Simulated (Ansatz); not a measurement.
## Structures of CaF4: which is lowest?

Plane-wave DFT in Ansatz with scalar-relativistic PAW potentials, cutoff 420 eV, Γ-centred meshes chosen by cell and gap, Gaussian smearing with energies taken to zero width. Every cell was relaxed (cell and atoms) in a run of its own, within the symmetry of its start. Functional: PBE+D3(BJ).

Relaxed structures (starts from databases or built by putting these elements on another compound's sites):
A. I4/mmm, 5 atoms in the computed cell, a = 4.496 Å, c = 7.248 Å; sites (symmetry × multiplicity) Ca 4/mmm × 2, F 4mm × 4 + mmm. × 4; start: built
B. Im-3m, 5 atoms in the computed cell, a = 5.360 Å; sites (symmetry × multiplicity) Ca m-3m × 2, F .-3m × 8; start: built

Task: Rank them by energy. Could pressure change the order?

Result:
| structure | group | E − E(lowest) (meV/atom) | V (Å³/atom) | gap on mesh (eV) |
| --- | --- | --- | --- | --- |
| B | Im-3m | 0.0 | 15.40 | 0.00 |
| A | I4/mmm | 68 | 14.65 | 0.00 |

B is lowest, 68 meV/atom under A. A is denser by 0.74 Å³/atom, so pressure favours it: ΔE/ΔV, with ΔE in eV and 1 eV/Å³ = 160.2 GPa, gives about 15 GPa for equal enthalpy if both cells were rigid, a rough figure since the two compress differently. Other structures may lie lower than all of these, and vibrations aren't counted.

Magnetic cells started from one order each; another order can shift an energy by tens of meV per atom.